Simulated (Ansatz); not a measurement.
Values for one crystal, relaxed and computed with DFT-LDA in the program Ansatz with PAW potentials; other levels are named.

| Quantity | Value |
|---|---|
| Volume per atom | 11.32 Å³ |
| Band gap | 0.79 eV (indirect) |
| Debye temperature from the elastic constants | 1080 K |
| Electronic dielectric constant ε∞ (DFPT) | 8.98 (xx = yy), 9.60 (zz) |
| Static dielectric constant ε0 (ions relaxed, cell fixed) | 9.15 (xx = yy), 9.79 (zz) |
| Dynamical stability on the path | stable (no imaginary branch) |
| Hole effective mass, band 1 of 2 at the edge | 0.59 along x, 0.58 along z (mₑ) |

Task: Pick the material that matches.
(A) MgO, wurtzite
(B) BN, P6_3/mmc (B on 2d, N on 2c)
(C) BN, zinc blende
(D) BP, wurtzite

Result: D, BP, wurtzite

Space group P6_3mc (wurtzite). The first step of the workflow began from a Materials Project structure, measured or hypothetical; the Crystallography Open Database copy checked does not list it. It is not the phase usual at ambient conditions (space group No. 216). The LDA relaxation kept the symmetry of its start.

Potentials: the earlier of the program's two PAW sets. The files were generated under PBE; for other functionals the program regenerates the frozen cores, and for LDA and PBEsol the local potential too.
